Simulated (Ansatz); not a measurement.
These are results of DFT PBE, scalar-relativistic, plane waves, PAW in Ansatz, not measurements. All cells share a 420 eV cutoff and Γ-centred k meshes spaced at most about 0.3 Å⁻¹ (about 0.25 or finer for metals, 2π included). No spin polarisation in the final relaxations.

Each of these unrelaxed guesses is relaxed in cell and atoms within its symmetry. A guess keeps its type if space group and coordination stay and the shape of the cell changes little (axis ratios within about 15 %, angles within 6°); the volume may change.

1. AlSe

```cif
data_structure
_symmetry_space_group_name_H-M 'P6/mmm'
_symmetry_Int_Tables_number 191
_cell_length_a 3.1200
_cell_length_b 3.1200
_cell_length_c 5.8513
_cell_angle_alpha 90.000
_cell_angle_beta 90.000
_cell_angle_gamma 120.000
_cell_volume 49.33
loop_
_atom_site_label
_atom_site_type_symbol
_atom_site_symmetry_multiplicity
_atom_site_Wyckoff_symbol
_atom_site_fract_x
_atom_site_fract_y
_atom_site_fract_z
_atom_site_occupancy
Al1 Al 1 a 0.00000 0.00000 0.00000 1
Se1 Se 1 b 0.00000 0.00000 0.50000 1
```

2. BiC4

```cif
data_structure
_symmetry_space_group_name_H-M 'P-1'
_symmetry_Int_Tables_number 2
_cell_length_a 3.2354
_cell_length_b 3.9568
_cell_length_c 5.0951
_cell_angle_alpha 75.120
_cell_angle_beta 71.573
_cell_angle_gamma 89.901
_cell_volume 59.58
loop_
_atom_site_label
_atom_site_type_symbol
_atom_site_symmetry_multiplicity
_atom_site_Wyckoff_symbol
_atom_site_fract_x
_atom_site_fract_y
_atom_site_fract_z
_atom_site_occupancy
Bi1 Bi 1 f 0.50000 0.00000 0.50000 1
C1 C 2 i 0.88885 0.60728 0.70806 1
C2 C 2 i 0.29268 0.20660 0.88891 1
```

3. Ga3BO3

```cif
data_structure
_symmetry_space_group_name_H-M 'Pm-3m'
_symmetry_Int_Tables_number 221
_cell_length_a 4.5580
_cell_length_b 4.5580
_cell_length_c 4.5580
_cell_angle_alpha 90.000
_cell_angle_beta 90.000
_cell_angle_gamma 90.000
_cell_volume 94.69
loop_
_atom_site_label
_atom_site_type_symbol
_atom_site_symmetry_multiplicity
_atom_site_Wyckoff_symbol
_atom_site_fract_x
_atom_site_fract_y
_atom_site_fract_z
_atom_site_occupancy
Ga1 Ga 3 c 0.50000 0.50000 0.00000 1
B1 B 1 b 0.50000 0.50000 0.50000 1
O1 O 3 d 0.50000 0.00000 0.00000 1
```

4. TaGaGeSe

```cif
data_structure
_symmetry_space_group_name_H-M 'P4/mmm'
_symmetry_Int_Tables_number 123
_cell_length_a 3.9475
_cell_length_b 3.9475
_cell_length_c 5.5697
_cell_angle_alpha 90.000
_cell_angle_beta 90.000
_cell_angle_gamma 90.000
_cell_volume 86.79
loop_
_atom_site_label
_atom_site_type_symbol
_atom_site_symmetry_multiplicity
_atom_site_Wyckoff_symbol
_atom_site_fract_x
_atom_site_fract_y
_atom_site_fract_z
_atom_site_occupancy
Ta1 Ta 1 b 0.00000 0.00000 0.50000 1
Ga1 Ga 1 d 0.50000 0.50000 0.50000 1
Ge1 Ge 1 c 0.50000 0.50000 0.00000 1
Se1 Se 1 a 0.00000 0.00000 0.00000 1
```

Task: Which guesses survive the relaxation?

Result: Guesses 1, 3 and 4 keep their type.

| guess | kept | start group | end group | V start (Å³/atom) | V end | b/a and c/a, end over start | nearest neighbours start | nearest neighbours end |
| --- | --- | --- | --- | --- | --- | --- | --- | --- |
| 1 | yes | P6/mmm | P6/mmm | 24.7 | 19.7 | 1.00, 0.96 | Al 8, Se 8 | Al 8, Se 8 |
| 2 | no | P-1 | Cmmm | 11.9 | 12.3 | - | Bi 6, C 6 | Bi 6, C 3 |
| 3 | yes | Pm-3m | Pm-3m | 13.5 | 11.0 | 1.00, 1.00 | B 6, Ga 6, O 4 | B 6, Ga 6, O 4 |
| 4 | yes | P4/mmm | P4/mmm | 21.7 | 19.8 | 1.00, 0.99 | Ga 6, Ge 6, Se 6, Ta 6 | Ga 6, Ge 6, Se 6, Ta 6 |

Neighbours count within 15 % of an atom's shortest distance; end groups are read at 0.02 Å (0.05 Å in metals).

These runs have no spin–orbit coupling, which can matter for Bi and Ta. In AlSe P6/mmm, BiC4 Cmmm an odd number of electrons in the primitive cell allows no gap without spin; a larger cell or a magnetic state could open one. A magnetic state wasn't ruled out in cells without spin, among them BiC4 Cmmm, Ga3BO3 Pm-3m. Cells relaxed within their symmetry can be saddle points.
